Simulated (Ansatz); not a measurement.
# Calculated field gradients at the nuclei for P2O3

The cell is a Materials Project structure (computed, not necessarily an observed phase), taken as it stands.

```cif
data_structure
_symmetry_space_group_name_H-M 'P 1'
_symmetry_Int_Tables_number 1
_cell_length_a 6.6612
_cell_length_b 8.4871
_cell_length_c 7.1844
_cell_angle_alpha 90.000
_cell_angle_beta 108.352
_cell_angle_gamma 90.000
_cell_volume 385.50
loop_
_atom_site_label
_atom_site_type_symbol
_atom_site_fract_x
_atom_site_fract_y
_atom_site_fract_z
_atom_site_occupancy
P1 P 0.74853 0.92486 0.86531 1
P2 P 0.25147 0.42486 0.13468 1
P3 P 0.25147 0.07514 0.13468 1
P4 P 0.74853 0.57514 0.86531 1
P5 P 0.63852 0.25000 0.35924 1
P6 P 0.36148 0.75000 0.64076 1
P7 P 0.26036 0.25000 0.49570 1
P8 P 0.73964 0.75000 0.50430 1
O9 O 0.18123 0.25000 0.02984 1
O10 O 0.81877 0.75000 0.97016 1
O11 O 0.81126 0.90076 0.66024 1
O12 O 0.18874 0.40076 0.33976 1
O13 O 0.18874 0.09924 0.33976 1
O14 O 0.81126 0.59924 0.66024 1
O15 O 0.48654 0.90070 0.77763 1
O16 O 0.51346 0.40070 0.22237 1
O17 O 0.47880 0.75000 0.46740 1
O18 O 0.52120 0.25000 0.53260 1
O19 O 0.48654 0.59930 0.77763 1
O20 O 0.51346 0.09930 0.22237 1
```

Atom numbers follow the list; atoms alike are taken as one site, whose name carries the number of the first.

The numbers come from a DFT calculation in Ansatz (PBE, plane waves and PAW (field gradients read without the response of the frozen cores, which leaves them typically 4 to 6 % off), scalar-relativistic, 420 eV cutoff, Γ-centred 4×3×4 k-points, Fermi–Dirac smearing 0.02 eV).

Conventions: |V_zz| ≥ |V_yy| ≥ |V_xx|, η = (V_xx − V_yy)/V_zz, C_Q = eQV_zz/h.

¹⁷O: I = 5/2, Q = -25.58 mb. Nuclear quadrupole moments: year-2017 set (Pyykkö).

```csv
site,atoms (order as listed),first shell,V_zz (10²¹ V/m²),η,C_Q (MHz)
P1,"1, 2, 3, 4",3 O at 1.66–1.67 Å,-15.71,0.00,–
P5,"5, 6",3 O at 1.67 Å,-15.74,0.00,–
P7,"7, 8",3 O at 1.67 Å,-15.84,0.01,–
O9,"9, 10","2 P at 1.66 Å, angle 126°",11.97,0.48,-7.40
O11,"11, 12, 13, 14","2 P at 1.67 Å, angle 126°",11.87,0.49,-7.34
O15,"15, 16, 19, 20","2 P at 1.67 Å, angle 126°",11.81,0.50,-7.31
O17,"17, 18","2 P at 1.67 Å, angle 126°",11.83,0.50,-7.32
```

At O9, O11, O15 and O17 V_zz runs parallel to the line that joins its two neighbours (within 1°) in each case. At P1, P5 and P7 V_zz stands upright on the plane through its three neighbours (within 1°) in each case.

P has no stable isotope with a ground-state quadrupole moment in the table, so no C_Q is given.
